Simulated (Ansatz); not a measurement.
Li$_{5}$NCl$_{2}$:
```
Li5NCl2
1.0
    1.81133     1.04577     9.52025
   -1.81133     1.04577     9.52025
    0.00000    -2.09154     9.52025
Li N Cl
5 1 2
Direct
  0.50000   0.50000   0.50000
  0.93332   0.93332   0.93332
  0.06668   0.06668   0.06668
  0.67426   0.67426   0.67426
  0.32574   0.32574   0.32574
  0.00000   0.00000   0.00000
  0.21836   0.21836   0.21836
  0.78164   0.78164   0.78164
```

Relaxed with r²SCAN.

Give the Bader charges and basin volumes of the independent atoms, r²SCAN in the plane-wave PAW code Ansatz.



```
atom  Bader charge (e)  Bader volume (Å³)
----  ----------------  -----------------
Li1              +0.91                3.6
Li2              +0.88                3.5
Li4              +0.85                3.3
N6               -2.49               28.7
Cl7              -0.94               31.1
```

Space group R-3m. The first step of the workflow began from a Materials Project structure, measured or hypothetical; the Crystallography Open Database copy checked does not list it. Its standing as an ambient phase is unchecked. The cell was relaxed with r²SCAN under the symmetry of its start; its stability against distortions is not shown here.

Potentials: the later of the program's two PAW sets.
